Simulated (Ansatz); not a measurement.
The start is a randomly generated symmetric cell of ZnCu2SnS4 (space group No. 119). A full variable-cell relaxation at zero pressure is run with PBE (plane waves to 420 eV, PAW, scalar-relativistic; Ansatz, an electronic-structure program). The first steps use a coarse 7×7×7 k-mesh.

The start:
```
CELL_PARAMETERS angstrom
     -2.33655     2.33655     7.64210
      2.33655    -2.33655     7.64210
      2.33655     2.33655    -7.64210
ATOMIC_POSITIONS crystal
  Cu 0.54323 0.04323 0.50000
  Cu 0.95677 0.45677 0.50000
  S  0.50000 0.50000 0.00000
  S  0.77734 0.77734 0.00000
  S  0.22266 0.22266 0.00000
  S  0.75000 0.25000 0.50000
  Sn 0.25000 0.75000 0.50000
  Zn 0.00000 0.00000 0.00000
```

Q: What pressure does the first self-consistent step give?

A: +9 GPa (positive: the cell is compressed).

Q: How does the volume per atom move from start to end?

A: -13.3 %, from 20.86 to 18.08 Å³/atom.

Q: How do the shortest distances between atoms change?

A: The closest pairs of elements (up to four, under 3.6 Å), start → end: Cu–S 2.43 → 2.30 Å; S–S 2.37 → 2.51 Å; S–Sn 2.37 → 2.71 Å; S–Zn 3.30 → 2.43 Å.

Q: What band gap does the relaxed structure have at this level?

A: No gap (metallic).

The space group stays I-4m2 (No. 119) (the run could not lower it), with 8 atoms in the primitive cell. Final values are on a 12×12×12 k-mesh of the relaxed cell. No spin polarisation in the result.

The run could not lower the symmetry of its start; a shaken copy of this end point relaxes with PBE to P1 (No. 1), 0.51 eV/atom lower.

The relaxed structure here is a generated cell of ZnCu2SnS4: the first start was made by a random draw of sites in a space group, and the end was not matched to a known phase here, so it may be hypothetical. Known forms of ZnCu2SnS4 include space group No. 82.
